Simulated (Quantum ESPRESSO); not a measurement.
Band energies of ZnS

```xyz
8
Lattice="1.9040 1.0993 12.4576 -1.9040 1.0993 12.4576 0.0000 -2.1985 12.4576" Properties=species:S:1:pos:R:3 pbc="T T T"
S      0.0000     0.0000    24.1391
S      0.0000     0.0000    33.4798
S      0.0000     0.0000    17.9053
S      0.0000     0.0000     2.3383
Zn     0.0000     0.0000    15.5733
Zn     0.0000     0.0000     0.0025
Zn     0.0000     0.0000    21.8033
Zn     0.0000     0.0000    31.1440
```

PBEsol (pw.x of Quantum ESPRESSO, ONCV potentials, without SOC); path ΓLB1,BZΓX,QFP1Z,LP; energies in eV from the valence-band maximum.

| k (1/Å) | point | band 48 | band 49 | band 50 | band 51 | band 52 | band 53 | band 54 | band 55 |
|---|---|---|---|---|---|---|---|---|---|
| 0.00 | Γ | -0.48 | -0.48 | -0.04 | 0.00 | 0.00 | 2.05 | 3.08 | 3.42 |
| 0.19 |  | -0.74 | -0.64 | -0.47 | -0.14 | -0.11 | 2.64 | 3.58 | 3.88 |
| 0.38 |  | -1.40 | -1.17 | -0.66 | -0.42 | -0.39 | 3.49 | 4.13 | 4.31 |
| 0.77 |  | -1.95 | -1.55 | -1.18 | -1.09 | -1.00 | 3.37 | 3.44 | 3.88 |
| 0.96 | L | -2.09 | -1.63 | -1.18 | -1.13 | -1.13 | 3.24 | 3.28 | 3.77 |
| 1.24 |  | -2.40 | -2.00 | -1.94 | -1.44 | -1.16 | 3.84 | 4.06 | 4.91 |
| 1.52 | B1 | -2.50 | -2.03 | -1.99 | -1.62 | -1.50 | 4.31 | 4.46 | 4.98 |
| 1.52 | B | -2.50 | -2.03 | -1.99 | -1.62 | -1.50 | 4.31 | 4.46 | 4.98 |
| 1.70 |  | -2.33 | -2.23 | -1.98 | -1.60 | -1.23 | 4.37 | 4.65 | 4.84 |
| 1.88 |  | -2.36 | -1.97 | -1.60 | -1.23 | -0.95 | 4.37 | 4.48 | 4.85 |
| 2.25 |  | -1.24 | -0.78 | -0.69 | -0.60 | -0.51 | 3.81 | 3.89 | 4.39 |
| 2.43 |  | -0.89 | -0.47 | -0.40 | -0.26 | -0.22 | 3.25 | 3.34 | 3.59 |
| 2.61 | Z | -0.78 | -0.15 | -0.15 | -0.14 | -0.14 | 2.87 | 2.98 | 3.13 |
| 2.61 | Γ | -0.48 | -0.48 | -0.04 | 0.00 | 0.00 | 2.05 | 3.08 | 3.42 |
| 2.79 |  | -0.67 | -0.57 | -0.52 | -0.15 | -0.08 | 2.61 | 3.56 | 3.87 |
| 2.98 |  | -1.32 | -0.95 | -0.92 | -0.54 | -0.27 | 3.50 | 4.38 | 4.60 |
| 3.35 |  | -2.15 | -1.80 | -1.65 | -1.52 | -1.01 | 4.30 | 4.37 | 4.87 |
| 3.53 |  | -2.52 | -2.29 | -1.59 | -1.52 | -1.47 | 4.25 | 4.38 | 4.71 |
| 3.71 | X | -2.50 | -2.07 | -1.96 | -1.61 | -1.51 | 4.27 | 4.58 | 4.75 |
| 3.71 | Q | -2.50 | -2.07 | -1.96 | -1.61 | -1.51 | 4.27 | 4.58 | 4.75 |
| 3.90 |  | -2.37 | -2.05 | -1.71 | -1.60 | -1.55 | 4.14 | 4.71 | 4.79 |
| 4.08 |  | -2.23 | -1.73 | -1.70 | -1.36 | -1.25 | 3.84 | 4.00 | 4.12 |
| 4.26 | F | -2.00 | -1.64 | -1.64 | -1.29 | -0.89 | 3.43 | 3.58 | 3.70 |
| 4.26 | P1 | -1.85 | -1.81 | -1.46 | -1.24 | -0.92 | 3.31 | 3.51 | 3.87 |
| 4.41 |  | -1.75 | -1.63 | -1.36 | -1.07 | -0.86 | 3.34 | 3.57 | 3.89 |
| 4.57 |  | -1.57 | -1.29 | -1.15 | -0.89 | -0.71 | 3.44 | 3.73 | 4.08 |
| 4.73 |  | -1.31 | -0.97 | -0.87 | -0.76 | -0.50 | 3.59 | 3.91 | 4.24 |
| 5.04 |  | -0.82 | -0.42 | -0.32 | -0.29 | -0.15 | 3.16 | 3.27 | 3.49 |
| 5.19 | Z | -0.78 | -0.15 | -0.15 | -0.14 | -0.14 | 2.87 | 2.98 | 3.13 |
| 5.19 | L | -2.09 | -1.63 | -1.18 | -1.13 | -1.13 | 3.24 | 3.28 | 3.77 |
| 5.36 | P | -1.85 | -1.81 | -1.46 | -1.24 | -0.92 | 3.31 | 3.51 | 3.87 |

The PBEsol gap is direct, 2.05 eV at Γ.

Geometry of the Materials Project entry, not relaxed at this level.

This is not the ordinary phase of the substance.
